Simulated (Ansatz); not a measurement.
WO3:
```xyz
16
Lattice="5.3162 0.0000 0.0000 0.0000 5.2750 0.0000 -0.0962 0.0000 7.7388" Properties=species:S:1:pos:R:3 pbc="T T T"
W      3.9017     1.4185     5.5601
W      1.3183     3.8565     2.1786
W      1.2702     4.0560     6.0480
W      3.9498     1.2190     1.6907
O      2.4749     0.1402     1.7644
O      2.7451     5.1348     5.9744
O      2.7932     2.7777     2.1050
O      2.4268     2.4973     5.6338
O      1.3351     3.7355     0.0471
O      3.8850     1.5395     7.6917
O      3.9330     1.0980     3.8223
O      1.2870     4.1770     3.9165
O      0.0485     0.1319     5.9732
O      5.1715     5.1431     1.7656
O      5.1234     2.7694     5.6350
O      0.0966     2.5056     2.1038
```

Relaxed with PBEsol.

Task: Map the electron localisation function on the plane through (0.747, 0.269, 0.718) spanned by u = [0, 1, 0] and v = [0, 0, 1] in lattice vectors, from DFT-PBEsol in the program Ansatz with PAW potentials.

Result: x is the fraction of u, y of v (the angle between them is 90°; rows are the nearest grid lines); atoms in the plane: W at (0.00, 0.00), W at (0.96, 0.50), O at (0.02, 0.28), O at (0.94, 0.78).
```
| .#%+.....       .....+%#. |
|*#%#-....            .-#%#*|
|###+:....           ..:=**#|
|=--:..             .=+***+=|
|@@@#=.            :+#@@%##@|
|#@@#+:           .-*%@@#==#|
|%@@#-.            :+%@@%**%|
|@%+:               .=#@@@@@|
|...                  ...::.|
|-:. .....             .:---|
|%%*:......       ....:*%@%%|
|:#%+......      .....+%#: :|
|:#%+.....       .....+%#: :|
|##+:.            ....:*%%##|
|-====:.             ...:---|
|#%%%#+:.            ..-=+##|
|**%@@%*-.           :=#@@%*|
|+=#@@%*-            .=#@@#+|
|@@@@%+:              .-#@@@|
|@@%#+:.               .=*%@|
|:...              ..   ..::|
|@@%+:....       .......=#%@|
|#%%#-....       ......-#%##|
| .#%+.....       .....+%#. |
```
Scale: ten equal steps from 0.001 (start of ' ') to 0.849 (end of '@'), in the order ' .:-=+*#%@'; x runs from 0.000 to 1.00, y from 0.000 (bottom) to 1.00 (top).

The density is the valence pseudo-density with augmentation charge, so density and ELF within about 1 Å of a nucleus are not all-electron values.

Space group P2_1/c. The workflow started from a Materials Project entry (that database holds measured and hypothetical structures alike); the Crystallography Open Database files this formula in space group No. 14, but the cells were not matched. Its standing as an ambient phase is unchecked. The cell was relaxed with PBEsol under the symmetry of its start; its stability against distortions is not shown here. The run is not spin-polarised. No Hubbard U is applied. Scalar-relativistic: spin–orbit coupling is off unless named, which matters more the heavier the elements.

Potentials: the later of the program's two PAW sets.
